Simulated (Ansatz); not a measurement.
The calculation used Ansatz 0.2.0, DFT PBE, scalar-relativistic, plane waves, PAW. All cells share a 420 eV cutoff and Γ-centred k meshes spaced at most about 0.3 Å⁻¹ (about 0.25 or finer for metals, 2π included). No spin polarisation in the final relaxations.

Temperature and zero-point effects are left out.

Two forms of In2SbSe3 were relaxed alike.

A.

```xyz
6
Lattice="3.0411 1.7558 4.9977 -3.0411 1.7558 4.9977 0.0000 -3.5115 4.9977" Properties=species:S:1:pos:R:3 pbc="T T T"
In    0.0000    0.0000    9.2290
In    0.0000    0.0000    5.7640
Sb    0.0000    0.0000    0.0000
Se   -1.5205    0.8779    2.4988
Se    1.5205    0.8779    2.4988
Se    0.0000   -1.7558    2.4988
```

B.

```xyz
6
Lattice="3.8675 2.2329 3.4204 -3.8675 2.2329 3.4204 0.0000 -4.4658 3.4204" Properties=species:S:1:pos:R:3 pbc="T T T"
In    0.0000    0.0000    8.7172
In    0.0000    0.0000    1.5441
Sb    0.0000    0.0000    5.1306
Se    1.9338   -1.1165    3.4204
Se    0.0000    2.2329    3.4204
Se   -1.9338   -1.1165    3.4204
```

Question: Which is lower in energy, and by how much?

Answer: B is lower, by 0.33 eV/atom. A has space group R-3m (No. 166), 26.7 Å³/atom and no gap on its mesh; B has space group R-3m (No. 166), 29.5 Å³/atom and no gap. The shortest distance is 3.04 Å (Se–Se) in A and 2.81 Å (Sb–Se) in B. The lower one is the more open, so pressure narrows the difference. In A, In has 1 In at 3.47 Å, 9 Se at 3.50–3.71 Å, 3 Sb at 3.59 Å and 3 In at 3.83 Å; Sb is surrounded by 6 Se at 3.05 Å and 6 In at 3.59 Å; Se has 4 Se at 3.04 Å, 2 Sb at 3.05 Å and 6 In at 3.50–3.71 Å. In B, around In lie 3 Se at 2.92 Å and 1 In at 3.09 Å; Sb has 6 Se at 2.81 Å; Se is surrounded by 2 Sb at 2.81 Å and 2 In at 2.92 Å. Both come from invented guesses. A third cell relaxed alike, in Pmc2_1, lies 147 meV/atom below the lower of the two.

Spin–orbit coupling, which can matter for Sb, is left out. In R-3m at 26.7 Å³/atom, R-3m at 29.5 Å³/atom an odd number of electrons in the primitive cell allows no gap without spin; a larger cell or a magnetic state could open one. Cells relaxed within their symmetry can be saddle points.
